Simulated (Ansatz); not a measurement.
**CaAl2Si6O16 — coordination and 27Al quadrupole coupling**

Cell: a Materials Project structure (computed, not necessarily an observed phase), atoms as given.

```
CELL_PARAMETERS angstrom
4.98720 0.00000 0.00000
0.25956 8.58222 0.00000
0.11702 0.11266 8.80612
ATOMIC_POSITIONS crystal
Ca 0.83211 0.96125 0.50790
Al 0.60810 0.67025 0.68413
Al 0.85197 0.82599 0.18487
Si 0.89904 0.19657 0.17589
Si 0.59544 0.30383 0.66393
Si 0.41434 0.33213 0.33609
Si 0.09940 0.16476 0.82780
Si 0.36403 0.69854 0.35729
Si 0.11418 0.80947 0.84281
O 0.98563 0.80295 0.00879
O 0.50168 0.76714 0.51158
O 0.33542 0.28260 0.77689
O 0.15735 0.23684 0.28000
O 0.22415 0.98964 0.80722
O 0.32569 0.50857 0.37907
O 0.79837 0.02776 0.23449
O 0.70392 0.47542 0.66053
O 0.84391 0.17628 0.70687
O 0.65619 0.32527 0.20911
O 0.51976 0.23729 0.49262
O 0.98384 0.20515 0.99636
O 0.06619 0.78288 0.34323
O 0.35876 0.68716 0.82000
O 0.55215 0.73326 0.21268
O 0.88337 0.79185 0.71174
```

Atom numbers follow the list; atoms alike are taken as one site, whose name carries the number of the first.

All values are calculated (Ansatz; DFT, PBE, plane waves and PAW, scalar-relativistic, 420 eV cutoff, Γ-centred 5×3×3 k-points, Fermi–Dirac smearing 0.02 eV), not measured.

Q(27Al) = 146.6 mb.

Problem. Rank these Al sites by |C_Q|, smallest first.
A. Al3: 4 O at 1.69–1.80 Å
B. Al2: 4 O at 1.72–1.80 Å

Solution. B (7.26 MHz, η = 0.52), A (9.08 MHz, η = 0.81).

Like point charges on the first shell alone (each adding as 1/d³) would give the same order.
